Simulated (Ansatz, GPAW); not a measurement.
# GaGe3 and the functional, program beside program

```xyz
4
Lattice="4.2785 0.0000 0.0000 0.0000 4.2785 0.0000 0.0000 0.0000 4.2785" Properties=species:S:1:pos:R:3 pbc="T T T"
Ge    2.1392    2.1392    0.0000
Ge    2.1392    0.0000    2.1392
Ge    0.0000    2.1392    2.1392
Ga    0.0000    0.0000    0.0000
```

The cell comes from a database or a generator and needn't be the stable form of this composition.

Kept alike: task band structure; k mesh 6 × 6 × 6; occupations fermi-dirac, width 0.05 eV; no spin polarisation. The mesh is that of the run's cell of 4 atoms. No spin-orbit coupling.

- A: Ansatz, Ansatz PAW, made for PBE, cutoff 420 to 500 eV
- B: GPAW; the program's PAW data sets (release 1.2.1) made for this functional (LDA); GPAW PAW data sets (gpaw-data 1.2.1) (PBE, r2SCAN); PAW data sets generated for this functional (PBEsol), cutoff 600 eV

```csv
functional,A: pressure (GPa),B: pressure (GPa)
LDA,-4.86,-5.10
PBE,?,-0.36
PBEsol,-3.43,-3.70
r2SCAN,-2.27,-2.85
```

Pressure is positive in compression; plane-wave values hold the error of the finite cutoff, which Ansatz corrects. Values on potentials made for another functional: some of A; some of B. For a metal such a mesh leaves the last digits unconverged.

Estimate the value left open.

In the median of the other rows A lies +0.27 GPa from the other column, which points to -0.09; the run gave -0.05 GPa, +0.04 from it.
